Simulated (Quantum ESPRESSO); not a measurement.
An isovalent swap in KBr: field gradients

Host, cell and atoms relaxed with PBE and no dispersion term (field gradients by PBE PAW (JTH datasets; density from pw.x of a modified build of Quantum ESPRESSO, gradients reconstructed from it by a script), 20 Ha, k-mesh 4×4×4 through Γ):

```json
[
 {"site": "K (atoms 1, 3, 5, 7)", "site symmetry": "m-3m", "Vzz (a.u.)": "0", "η_Q": "–", "∣C_Q∣ (MHz)": "0 (³⁹K)"},
 {"site": "Br (atoms 2, 4, 6, 8)", "site symmetry": "m-3m", "Vzz (a.u.)": "0", "η_Q": "–", "∣C_Q∣ (MHz)": "0 (⁷⁹Br)"}
]
```

Its cell: a = 6.7270 Å, b = 6.7270 Å, c = 6.7270 Å, α = 90.00°, β = 90.00°, γ = 90.00°.

Changed cell (atom 1 is the new one; 20 Ha, k-mesh 4×4×4 through Γ):

```xyz
8
Lattice="6.8397 0.0000 0.0000 0.0000 6.8397 0.0000 0.0000 0.0000 6.8397" Properties=species:S:1:pos:R:3 pbc="T T T"
Rb     0.0000     0.0000     0.0000
Br     3.4199     0.0000     0.0000
K      0.0000     3.4199     3.4199
Br     3.4199     3.4199     3.4199
K      3.4199     0.0000     3.4199
Br     0.0000     0.0000     3.4199
K      3.4199     3.4199     0.0000
Br     0.0000     3.4199     0.0000
```
The cell was made here from a computed Materials Project entry: one of 4 K replaced by Rb, cell and atoms relaxed (PBE without dispersion, pw.x of Quantum ESPRESSO, symmetry kept). The parent is KBr in Fm-3m. The swapped cell is a model, not a known phase. Stability against distortions was not tested.

Quadrupole moments taken as inputs (sizes, barn, from the tables of PySCF and pymatgen): ³⁹K 0.0585, ⁷⁹Br 0.313, ⁸⁵Rb 0.276.

Convention: |Vzz| is the largest principal value, η_Q = (Vxx − Vyy)/Vzz, |C_Q| = |eQVzz/h|. Cores are frozen. Against all-electron runs on small test molecules, this scheme's |Vzz| missed by −5 % on Br.

What do the sites of the changed cell show?


| site | distance to atom 1 (Å) | Vzz (a.u.) | η_Q | ∣C_Q∣ (MHz) |
|---|---|---|---|---|
| Rb (atom 1) | – | 0 | – | 0 |
| Br1 (atoms 2, 6, 8) | 3.42 | -0.227 | 0.00 | 16.7 |
| K (atoms 3, 5, 7) | 4.84 | under 0.02 | – | under 0.27 |
| Br2 (atom 4) | 5.92 | 0 | – | 0 |
The swap repeats in every cell, so this is an ordered compound and not a dilute impurity.
